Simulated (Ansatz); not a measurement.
InP:
```
InP
1.0
    0.00000     2.97945     2.97945
    2.97945     0.00000     2.97945
    2.97945     2.97945     0.00000
P In
1 1
Cartesian
  4.46918   4.46918   4.46918
  0.00000   0.00000   0.00000
```

Relaxed with PBE. Special points in fractions of this cell's reciprocal vectors: Γ (0.000, 0.000, 0.000); X (0.500, 0.000, 0.500); U (0.625, 0.250, 0.625); K (0.375, 0.375, 0.750); L (0.500, 0.500, 0.500); W (0.500, 0.250, 0.750).

Problem. List the band energies nearest the valence-band maximum at these points for DFT-PBE in the program Ansatz with PAW potentials.

Solution. In eV from the valence-band maximum; about four levels below and three above (degenerate sets whole), none deeper than 8.9 eV; points with the same levels are listed once.

```
k              below                above
-  -----------------  -------------------
Γ     0.00 0.00 0.00  0.44 4.09 4.09 4.09
X  -5.54 -2.16 -2.16       1.85 2.27 8.91
U  -5.40 -3.07 -1.80       2.38 4.29 7.36
L  -5.47 -0.90 -0.90       1.38 4.80 4.80
W  -5.40 -2.75 -2.69       4.18 4.29 5.44
```

Space group F-43m (zinc blende). The PBE relaxation kept the symmetry of its start; of distortions, only those at the zone centre were tested. Spin–orbit coupling is left out wherever it is not named.

Potentials: the later of the program's two PAW sets.
